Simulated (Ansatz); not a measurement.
**Structure relaxation, Fe**

The start is a generated cell, Fe placed in the AFLOW prototype A_tI2_139_a (A_a). Cell shape, volume and atoms are optimised at zero target pressure with PBE (plane waves to 420 eV, PAW, scalar-relativistic; Ansatz, a program for electronic structure). The first steps use a coarse 16×16×16 k-mesh.

Initial structure:
```
Fe
1.0
   -1.53096     1.53096     1.26075
    1.53096    -1.53096     1.26075
    1.53096     1.53096    -1.26075
Fe
1
Direct
  0.00000   0.00000   0.00000
```
Spin-polarised start, with parallel moments on Fe.

**Question.** Does the structure survive the relaxation? Give the final space group.

**Answer.** The space group goes from I4/mmm (No. 139) to Im-3m (No. 229); the end is bcc (W type), with 1 atom in the primitive magnetic cell.

**Question.** How does the volume change?

**Answer.** -4.0 %, from 11.82 to 11.35 Å³/atom.

**Question.** How do the shortest distances between atoms change?

**Answer.** The closest pairs of elements (up to four, under 3.6 Å), start → end: Fe–Fe 2.51 → 2.45 Å.

**Question.** What band gap does the relaxed structure have at this level?

**Answer.** No gap (metallic).

Final values are on a 23×23×23 k-mesh of the relaxed cell. Spin state reached: ferromagnetic (net 2.17 μB/atom), from parallel starting moments; other spin orders were not run from this start.

The run could not lose the symmetry of its start; a randomly shaken copy of 2 atoms returns to this structure.
